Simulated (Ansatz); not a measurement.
This is a relaxation of cell and atoms with Ansatz on CaMgF4 in the borrowed BaSrI4 type (No. 166); the level of theory is PBEsol. The start is a rough guess from atomic radii.

```yaml
crystal:
  lattice:
    - [2.0214413, 1.16707968, 6.44917869]
    - [-2.0214413, 1.16707968, 6.44917869]
    - [0.0, -2.33415935, 6.44917869]
  atoms:
    - { symbol: Ca, position: [0.0, 0.0, 0.0] }
    - { symbol: Mg, position: [0.5, 0.5, 0.5] }
    - { symbol: F, position: [0.622801, 0.622801, 0.622801] }
    - { symbol: F, position: [0.870903, 0.870903, 0.870903] }
    - { symbol: F, position: [0.129097, 0.129097, 0.129097] }
    - { symbol: F, position: [0.377199, 0.377199, 0.377199] }
kpoints:
  mp_grid: { grid: [6, 6, 6] }
hamiltonian:
  xc: pbesol
scf:
  occupations: { method: fermi_dirac, width: 0.03 }
relax:
  f_tol: 0.01
  cell: {}
  max_steps: 120
```

The trajectory has 12 recorded frames, each with positions in Å and forces in eV/Å. The last, and any step after a large change of cell, is solved on a basis re-selected at its cell; pressure is positive in compression.

Step 1: energy 0.0 meV/atom from step 1, largest force component 0.338 eV/Å, pressure -14.35 GPa
```xyz
6
Lattice="2.0214 1.1671 6.4492 -2.0214 1.1671 6.4492 0.0000 -2.3342 6.4492" Properties=species:S:1:pos:R:3:forces:R:3 pbc="T T T"
Ca    0.0000    0.0000    0.0000    0.0000    0.0000    0.0000
Mg    0.0000    0.0000    9.6738    0.0000    0.0000    0.0000
F     0.0000    0.0000   12.0497    0.0000    0.0000   -0.3377
F     0.0000    0.0000   16.8498    0.0000    0.0000   -0.0265
F     0.0000    0.0000    2.4977    0.0000    0.0000    0.0265
F     0.0000    0.0000    7.2979    0.0000    0.0000    0.3377
```

Step 2: energy -161.6 meV/atom from step 1, largest force component 0.366 eV/Å, pressure -8.16 GPa
```xyz
6
Lattice="1.9215 1.1094 6.1625 -1.9215 1.1094 6.1625 0.0000 -2.2188 6.1625" Properties=species:S:1:pos:R:3:forces:R:3 pbc="T T T"
Ca    0.0000    0.0000    0.0000    0.0000    0.0000    0.0000
Mg    0.0000    0.0000    9.2437    0.0000    0.0000    0.0000
F     0.0000    0.0000   11.4917    0.0000    0.0000   -0.3664
F     0.0000    0.0000   16.1068    0.0000    0.0000   -0.1913
F     0.0000    0.0000    2.3806    0.0000    0.0000    0.1913
F     0.0000    0.0000    6.9957    0.0000    0.0000    0.3664
```

Step 3: energy -207.2 meV/atom from step 1, largest force component 0.275 eV/Å, pressure +4.28 GPa
```xyz
6
Lattice="1.8240 1.0531 5.8562 -1.8240 1.0531 5.8562 0.0000 -2.1062 5.8562" Properties=species:S:1:pos:R:3:forces:R:3 pbc="T T T"
Ca    0.0000    0.0000    0.0000    0.0000    0.0000    0.0000
Mg    0.0000    0.0000    8.7843    0.0000    0.0000    0.0000
F     0.0000    0.0000   10.8267    0.0000    0.0000    0.2752
F     0.0000    0.0000   15.2428    0.0000    0.0000    0.1807
F     0.0000    0.0000    2.3257    0.0000    0.0000   -0.1807
F     0.0000    0.0000    6.7419    0.0000    0.0000   -0.2752
```

Step 4: energy -212.5 meV/atom from step 1, largest force component 0.098 eV/Å, pressure -0.72 GPa
```xyz
6
Lattice="1.8588 1.0732 5.9295 -1.8588 1.0732 5.9295 0.0000 -2.1464 5.9295" Properties=species:S:1:pos:R:3:forces:R:3 pbc="T T T"
Ca    0.0000    0.0000    0.0000    0.0000    0.0000    0.0000
Mg    0.0000    0.0000    8.8943    0.0000    0.0000    0.0000
F     0.0000    0.0000   11.0057    0.0000    0.0000   -0.0978
F     0.0000    0.0000   15.4605    0.0000    0.0000   -0.0313
F     0.0000    0.0000    2.3281    0.0000    0.0000    0.0313
F     0.0000    0.0000    6.7829    0.0000    0.0000    0.0978
```

Problem. How does the relaxation go on, and where does it end?

Solution.
Step 5: energy -213.4 meV/atom from step 1, largest force component 0.009 eV/Å, pressure -0.03 GPa
```xyz
6
Lattice="1.8567 1.0720 5.8978 -1.8567 1.0720 5.8978 0.0000 -2.1440 5.8978" Properties=species:S:1:pos:R:3:forces:R:3 pbc="T T T"
Ca    0.0000    0.0000    0.0000    0.0000    0.0000    0.0000
Mg    0.0000    0.0000    8.8468    0.0000    0.0000    0.0000
F     0.0000    0.0000   10.9343    0.0000    0.0000    0.0093
F     0.0000    0.0000   15.3715    0.0000    0.0000   -0.0005
F     0.0000    0.0000    2.3220    0.0000    0.0000    0.0005
F     0.0000    0.0000    6.7592    0.0000    0.0000   -0.0093
```

Step 6 (rejected): energy -213.5 meV/atom from step 1, largest force component 0.026 eV/Å, pressure +0.12 GPa
```xyz
6
Lattice="1.8590 1.0733 5.8764 -1.8590 1.0733 5.8764 0.0000 -2.1466 5.8764" Properties=species:S:1:pos:R:3:forces:R:3 pbc="T T T"
Ca    0.0000    0.0000    0.0000    0.0000    0.0000    0.0000
Mg    0.0000    0.0000    8.8146    0.0000    0.0000    0.0000
F     0.0000    0.0000   10.8976    0.0000    0.0000   -0.0100
F     0.0000    0.0000   15.3161    0.0000    0.0000   -0.0258
F     0.0000    0.0000    2.3130    0.0000    0.0000    0.0258
F     0.0000    0.0000    6.7316    0.0000    0.0000    0.0100
```

Step 7: energy -213.4 meV/atom from step 1, largest force component 0.001 eV/Å, pressure 0.00 GPa
```xyz
6
Lattice="1.8581 1.0728 5.8874 -1.8581 1.0728 5.8874 0.0000 -2.1456 5.8874" Properties=species:S:1:pos:R:3:forces:R:3 pbc="T T T"
Ca    0.0000    0.0000    0.0000    0.0000    0.0000    0.0000
Mg    0.0000    0.0000    8.8311    0.0000    0.0000    0.0000
F     0.0000    0.0000   10.9164    0.0000    0.0000    0.0002
F     0.0000    0.0000   15.3430    0.0000    0.0000   -0.0005
F     0.0000    0.0000    2.3191    0.0000    0.0000    0.0005
F     0.0000    0.0000    6.7457    0.0000    0.0000   -0.0002
```

Step 8: energy -210.1 meV/atom from step 1, largest force component 0.001 eV/Å, pressure -0.72 GPa
```xyz
6
Lattice="1.8581 1.0728 5.8874 -1.8581 1.0728 5.8874 0.0000 -2.1456 5.8874" Properties=species:S:1:pos:R:3:forces:R:3 pbc="T T T"
Ca    0.0000    0.0000    0.0000    0.0000    0.0000    0.0000
Mg    0.0000    0.0000    8.8311    0.0000    0.0000    0.0000
F     0.0000    0.0000   10.9164    0.0000    0.0000    0.0000
F     0.0000    0.0000   15.3430    0.0000    0.0000   -0.0014
F     0.0000    0.0000    2.3191    0.0000    0.0000    0.0014
F     0.0000    0.0000    6.7457    0.0000    0.0000    0.0000
```

Step 9: energy -210.6 meV/atom from step 1, largest force component 0.006 eV/Å, pressure 0.00 GPa
```xyz
6
Lattice="1.8542 1.0705 5.8710 -1.8542 1.0705 5.8710 0.0000 -2.1410 5.8710" Properties=species:S:1:pos:R:3:forces:R:3 pbc="T T T"
Ca    0.0000    0.0000    0.0000    0.0000    0.0000    0.0000
Mg    0.0000    0.0000    8.8065    0.0000    0.0000    0.0000
F     0.0000    0.0000   10.8855    0.0000    0.0000    0.0056
F     0.0000    0.0000   15.2985    0.0000    0.0000    0.0038
F     0.0000    0.0000    2.3145    0.0000    0.0000   -0.0038
F     0.0000    0.0000    6.7275    0.0000    0.0000   -0.0056
```

Step 10: energy -210.3 meV/atom from step 1, largest force component 0.006 eV/Å, pressure -0.05 GPa
```xyz
6
Lattice="1.8542 1.0705 5.8710 -1.8542 1.0705 5.8710 0.0000 -2.1410 5.8710" Properties=species:S:1:pos:R:3:forces:R:3 pbc="T T T"
Ca    0.0000    0.0000    0.0000    0.0000    0.0000    0.0000
Mg    0.0000    0.0000    8.8065    0.0000    0.0000    0.0000
F     0.0000    0.0000   10.8855    0.0000    0.0000    0.0055
F     0.0000    0.0000   15.2985    0.0000    0.0000    0.0038
F     0.0000    0.0000    2.3145    0.0000    0.0000   -0.0038
F     0.0000    0.0000    6.7275    0.0000    0.0000   -0.0055
```

Step 11: energy -210.3 meV/atom from step 1, largest force component 0.000 eV/Å, pressure 0.00 GPa
```xyz
6
Lattice="1.8535 1.0701 5.8723 -1.8535 1.0701 5.8723 0.0000 -2.1402 5.8723" Properties=species:S:1:pos:R:3:forces:R:3 pbc="T T T"
Ca    0.0000    0.0000    0.0000    0.0000    0.0000    0.0000
Mg    0.0000    0.0000    8.8084    0.0000    0.0000    0.0000
F     0.0000    0.0000   10.8884    0.0000    0.0000    0.0000
F     0.0000    0.0000   15.3024    0.0000    0.0000    0.0005
F     0.0000    0.0000    2.3145    0.0000    0.0000   -0.0005
F     0.0000    0.0000    6.7284    0.0000    0.0000    0.0000
```

Step 12: energy -210.3 meV/atom from step 1, largest force component 0.000 eV/Å, pressure 0.00 GPa
```xyz
6
Lattice="1.8535 1.0701 5.8723 -1.8535 1.0701 5.8723 0.0000 -2.1402 5.8723" Properties=species:S:1:pos:R:3:forces:R:3 pbc="T T T"
Ca    0.0000    0.0000    0.0000    0.0000    0.0000    0.0000
Mg    0.0000    0.0000    8.8084    0.0000    0.0000    0.0000
F     0.0000    0.0000   10.8884    0.0000    0.0000    0.0000
F     0.0000    0.0000   15.3024    0.0000    0.0000    0.0005
F     0.0000    0.0000    2.3145    0.0000    0.0000   -0.0005
F     0.0000    0.0000    6.7284    0.0000    0.0000    0.0000
```

In 9 steps the volume changed by -23.4 %; between the first SCF and the last, each on a basis chosen for its cell, the energy fell by 210 meV an atom. Final cell: it is trigonal, R-3m (No. 166); a = 3.707 Å, c = 17.617 Å in the conventional setting, 11.65 Å³ an atom. Around Ca lie 8 F at 2.31 Å; around Mg lie 8 F at 2.08–2.23 Å; around F lie 1 Mg at 2.08 Å and 3 Ca at 2.31 Å; around F lie 3 Mg at 2.23 Å and 1 Ca at 2.31 Å.

Run as `ansatz run input.yaml --threads 2 --pin off --max-ram 2211MiB --backend cpu --events-out ev --progress --plain --runs-dir out`. It took 18 s on 2 threads of Arm Neoverse V2, with other jobs on the host; peak host memory 0.39 GiB.

Values at 0 K without nuclear motion; spin polarisation is off, and the phase may be a hypothetical one.
